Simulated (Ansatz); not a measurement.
The following input was run with Ansatz 0.2.0.

```yaml
crystal:
  lattice:
    - [1.4251128898, 0.8227893106, 5.9891364546]
    - [-1.4251128898, 0.8227893106, 5.9891364546]
    - [0.0, -1.6455786211, 5.9891364546]
  atoms:
    - { symbol: Co, position: [0.5, 0.5, 0.5] }
    - { symbol: Pt, position: [0.0, 0.0, 0.0] }
    - { symbol: O, position: [0.8876645326, 0.8876645326, 0.8876645326] }
    - { symbol: O, position: [0.1123354674, 0.1123354674, 0.1123354674] }
basis:
  ecutwfc: 500
kpoints:
  mp_grid: { grid: [18, 18, 18] }
hamiltonian:
  xc: r2scan
scf:
  occupations: { method: gaussian, width: 0.1 }
output:
  forces: true
  stress: true
  eigenvalues: true
  write_density: true
  write_potential: true
  elf: true
  volumetric_format: npy
relax:
  adjacent_minimum: "off"
  f_tol: 0.01
  max_steps: 30
  cell: { stress_tol: 0.1, fix: [volume] }
```

Command:
```bash
ansatz run input.yaml --threads 1 --pin off --max-ram 2560MiB --backend cpu --events-out ev --progress --plain --runs-dir out
```

Level of theory: Ansatz, DFT r2SCAN, scalar-relativistic, plane waves, PAW.

Part of what the program printed, abridged (final results; tables in files aren't shown):

```
SCF 4 converged in 6 iterations: F = -18804.592918 eV  dr2 = 1.30e-10
SCF converged after 6 iterations
Free energy (F): -18804.592918 eV
Harris-Foulkes:  -18804.592918 eV  (|F-HF|=5.82e-11)
Internal energy: -18804.589515 eV  (E = F + TS)
E sigma→0 (E₀):  -18804.591217 eV
Entropy (-TS):   -0.003403 eV (-0.851 meV/atom)
Fermi energy:    15.710255 eV
--- Per-component energies (eV) ---
  E_band       = -552.512434
  E_kinetic    = 1437.923243
  E_local      = -5768.700602  (includes V_loc(G=0)·N_el)
  E_nonlocal   = 754.291947
  E_hartree    = 2310.177992
  E_xc         = -552.069509
  E_vxc        = -773.683800  (∫ρ·V_xc dr)
  E_paw        = -11320.399398  (= ΣΔE_a)
  E_vpaw       = -871.264507  (= ΣTr[D̂ρ^β])
  E_aug_tail   = 0.002424  (compensation charges beyond the density's cutoff)
  E_vtau       = 48.563056  (kinetic-family band-sum trace: ∫τ·v_τ [+ j·A + Jᵃ·Aᵃ] dr)
  E_ewald      = -5665.225029
  E_core_change = -0.590582  (= ΣΔE_core)
  E_smearing   = -0.003403  (= −TS)
--- Forces (eV/Å), atoms counted from 1 ---
  atom   1  Co     0.00000000     0.00000000     0.00000000
  atom   2  Pt     0.00000000     0.00000000     0.00000000
  atom   3  O      0.00000000     0.00000000    -0.00560041
  atom   4  O      0.00000000     0.00000000     0.00560041
--- Stress (GPa, compression-positive) ---
       -7.059216       0.000000       0.000000
        0.000000      -7.059216       0.000000
        0.000000       0.000000      -7.008862
  P = ⅓ Tr σ = -7.0424 GPa (-70.424 kbar)
--- Band table (eV; the first three rows and the last of 580) ---
  k-point 0: bands = ["-84.8920", "-83.5971", "-45.4613", "-45.4613", "-45.4001", "-38.8761", "-38.1705", "-38.1705", "-6.8351", "-4.9667", "6.0631", "8.7902", "9.1068", "9.1068", "11.1428", "12.2807", "12.2807", "12.5995", "12.5995", "13.3600", "13.3600", "13.7903", "14.0883", "14.0883", "17.7837", "17.7837", "18.7524", "21.7655", "25.1114"]
  k-point 1: bands = ["-84.8916", "-83.5969", "-45.4633", "-45.4618", "-45.3998", "-38.8751", "-38.1789", "-38.1725", "-6.8005", "-4.9645", "6.1094", "8.8797", "8.9985", "9.1254", "11.2370", "12.0574", "12.1542", "12.5650", "12.6873", "13.4001", "13.4130", "13.8048", "14.0271", "14.1215", "17.7075", "17.7579", "18.8057", "21.9549", "25.2028"]
  k-point 2: bands = ["-84.8902", "-83.5964", "-45.4691", "-45.4631", "-45.3989", "-38.8723", "-38.2030", "-38.1785", "-6.6994", "-4.9587", "6.2421", "8.7398", "9.1331", "9.1790", "11.4054", "11.5891", "11.8814", "12.4538", "12.9155", "13.3840", "13.4955", "13.8138", "13.9531", "14.2234", "17.5124", "17.6871", "18.9458", "22.4678", "25.4711"]
  k-point 579: bands = ["-84.8920", "-83.5971", "-45.4613", "-45.4613", "-45.4001", "-38.8761", "-38.1705", "-38.1705", "-6.6083", "-5.3140", "7.6275", "8.4456", "9.1868", "9.2540", "9.2540", "11.5986", "11.5986", "12.6130", "12.6130", "13.4290", "13.4290", "14.3908", "14.9018", "14.9018", "17.4028", "17.4028", "20.0385", "20.6687", "24.9039"]
--- Relaxed structure (3 steps of the walk, 3 accepted, 1 SCFs on fresh bases) ---
  F+E_penalty+E_count = -18804.59291822 eV   max|allowed force component| = 5.600e-3 eV/Å   (the final SCF, on the basis selected at the relaxed cell)
  cell:  # Å, volume = 42.1360 Å³
    - [1.42831232, 0.82463650, 5.96233507]
    - [-1.42831232, 0.82463650, 5.96233507]
    - [0.0, -1.64927300, 5.96233507]
  atoms:
    - { symbol: Co, position: [0.5, 0.5, 0.5] }
    - { symbol: Pt, position: [0.0, 0.0, 0.0] }
    - { symbol: O, position: [0.88741501, 0.88741501, 0.88741501] }
    - { symbol: O, position: [0.11258498, 0.11258498, 0.11258498] }
```

The relaxation met its thresholds.

It took 3.8 min on 1 thread of Intel(R) Xeon(R) Platinum 8375C CPU @ 2.90GHz (Ice Lake), with other jobs on the host, peak memory 1.1 GiB.

Spin–orbit coupling is left out, which can shift energies with elements as heavy as these.